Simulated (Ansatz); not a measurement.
Consider a crystal of K2Li2C in space group P4/mmm (No. 123), with K on 2g; Li on 2e; C on 1b.

All numbers below come from DFT PBE, scalar-relativistic, plane waves, PAW in Ansatz. Cutoff 420 eV, Γ-centred mesh, Gaussian smearing, collinear spin.

Energies over the elements count from the elements' standard structures at the same level, with no fitted energy shifts.

Q: Which cell and coordinates does it relax to?

A:

Space group P4/mmm (No. 123). a = 4.208 Å, b = 4.208 Å, c = 9.976 Å, α = 90.00°, β = 90.00°, γ = 90.00°
```json
{"atom": "K", "site": "2g", "symmetry": "4mm", "x": "0.0000", "y": "0.0000", "z": "0.2205"}
{"atom": "Li", "site": "2e", "symmetry": "mmm.", "x": "0.0000", "y": "0.5000", "z": "0.5000"}
{"atom": "C", "site": "1b", "symmetry": "4/mmm", "x": "0.0000", "y": "0.0000", "z": "0.5000"}
```

Around K lie 1 C at 2.79 Å, 4 Li at 3.49 Å and 5 K at 4.21–4.40 Å; Li is surrounded by 2 C at 2.10 Å, 4 Li at 2.98 Å and 4 K at 3.49 Å; around C lie 4 Li at 2.10 Å and 2 K at 2.79 Å. Another local minimum with the same sites may exist.

Q: Where does its energy lie, and is it a metal?

A: The formation energy is +0.57 eV/atom and the gap on the 10×10×4 mesh of the 5-atom cell is 0 eV (a metal). The net moment per atom is 0.16 μB. The moment by site is C 0.5 μB. The separate elements lie lower, so it is unstable against them.

The last run used collinear spin and Gaussian smearing of 0.10 eV. The reference form of C is held partly by dispersion forces, which this level lacks. The magnetic state reached may not be the lowest. Symmetry constrained the relaxation, so the result can be a saddle point. Site moments count only spheres around the atoms; the net moment includes the space between them.
